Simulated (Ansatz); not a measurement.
Input:

Te:
```cif
data_Te3
_chemical_formula_sum 'Te3'
_space_group_name_H-M_alt 'P 1'
_space_group_IT_number 1
_cell_length_a 4.52493
_cell_length_b 4.52493
_cell_length_c 5.95080
_cell_angle_alpha 90.000
_cell_angle_beta 90.000
_cell_angle_gamma 120.000
loop_
_space_group_symop_operation_xyz
  'x, y, z'
loop_
_atom_site_label
_atom_site_type_symbol
_atom_site_fract_x
_atom_site_fract_y
_atom_site_fract_z
_atom_site_occupancy
Te1 Te 0.26783 0.00000 0.33333 1
Te2 Te 0.00000 0.26783 0.66667 1
Te3 Te 0.73217 0.73217 0.00000 1
```

This is the PBE-relaxed structure.

**Question.** All from PBE (plane waves, PAW; program Ansatz), unless another level is named. Estimate the band gap.

**Answer.** 0.21 eV (indirect).

**Question.** Predict the smallest direct gap on the standard path.

**Answer.** 0.23 eV.

**Question.** Next, the conduction-band minimum?

**Answer.** at H (2 equivalent valleys).

**Question.** Predict the valence-band maximum.

**Answer.** on the H–K line, 6 % of the way from H.

Space group P3_121 (trigonal Se type). The PBE relaxation kept the symmetry of its start. A crystal of weakly bound chains computed without a dispersion correction: the cell and the soft elastic constants depend strongly on that. Scalar-relativistic: spin–orbit coupling is off unless named, which matters more the heavier the elements.

Potentials: the later of the program's two PAW sets.
